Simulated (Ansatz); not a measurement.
A geometry of TiAl3 away from equilibrium: step 2 of the relaxation of a relaxed TiAl3 cell displaced along its unstable phonon at q = Γ (172i cm⁻¹), largest move 0.15 Å. Computed with PBE (plane waves to 420 eV, PAW, scalar-relativistic; Ansatz, an electronic-structure program). Γ-centred k-mesh 5×5×11 on the run's cell (coarser than for final values), Fermi–Dirac smearing 0.05 eV.

```xyz
8
Lattice="7.5124 0.0000 0.0000 -3.7562 6.5059 0.0000 0.0000 0.0000 2.8935" Properties=species:S:1:pos:R:3:forces:R:3 pbc="T T T" free_energy=-8224.149 pressure_GPa=-0.3
Al     2.4935     0.0000     0.0000    0.3256    0.0000    0.0000
Al     1.1209     1.9415     1.4467   -0.1343   -0.2326    0.0000
Al     6.2657     2.1594     0.0000   -0.1628    0.2820    0.0000
Al     1.5143     6.5059     1.4467    0.2685    0.0000    0.0000
Al     2.5095     4.3465     0.0000   -0.1628   -0.2820    0.0000
Al    -2.6353     4.5644     1.4467   -0.1343    0.2326    0.0000
Ti     0.0000     4.3373     1.0695    0.0000    0.0000    0.7029
Ti     3.7562     2.1686     1.8240    0.0000    0.0000   -0.7029
```

Positions in Å, forces in eV/Å, free energy of the cell in eV (comparable only within this code, potentials and settings). Largest force: 0.70 eV/Å, on Ti7, Ti8 (atoms numbered as listed); the geometry lies 0.11 eV/atom above the end of its relaxation.

No spin polarisation in the result.

The run could not lose the symmetry of its start, so the end can be a saddle point.

The end of the path is a generated cell of TiAl3: the first start was made by placing the elements on the sites of a structure type, and the end was not matched to a known phase here, so it may be hypothetical. Known forms of TiAl3 include space group No. 139.
